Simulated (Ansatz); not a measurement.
Formation energy of RuCl₂ (CdI2-type structure)

Computed with Ansatz (plane waves, PAW, 420 eV cutoff): PBE, scalar-relativistic, no spin polarisation, Γ-centred 12×12×6 mesh, 0.05 eV Gaussian smearing; PAW files: Ansatz's generated set soft_2.

The start was a prototype's sites filled with these elements, not a measured cell.

The structure is trigonal, space group P-3m1 (No. 164). The conventional cell has a = 3.599 Å, b = 3.599 Å, c = 6.342 Å, α = 90.00°, β = 90.00°, γ = 120.00°. Around Ru (site symmetry -3m) lie 6 Cl at 2.41 Å. Around Cl (site symmetry 3m) lie 3 Ru at 2.41 Å. (Shells end 15 % past the nearest neighbour.)

The elements were computed in their standard states (gases as isolated molecules) with the same datasets, cutoff and functional. Total energies depend on the potentials used, so only differences within one code and one set of settings carry meaning.

Energy of the relaxed cell (3 atoms, smearing extrapolated to zero): -8038.527 eV. Elements, in eV/atom: Ru -5878.688, Cl -1079.444.

Problem. What is the formation energy?

Solution. [-8038.527 − (1 × -5878.688 + 2 × -1079.444)] / 3 = -0.32 eV/atom, or -31 kJ per mole of atoms.

The value is for 0 K, without zero-point energy and without any correction for the binding of gas molecules. Uncorrected semilocal values for oxides, chalcogenides and halides often miss by tenths of an eV an atom. A negative value shows stability against the elements alone, not against other compounds or structures.

The structure is built of weakly bound layers, and this functional has no dispersion term, so their spacing and all that hangs on it (volume, the soft elastic constants, low modes, dielectric constants) are poorly given.
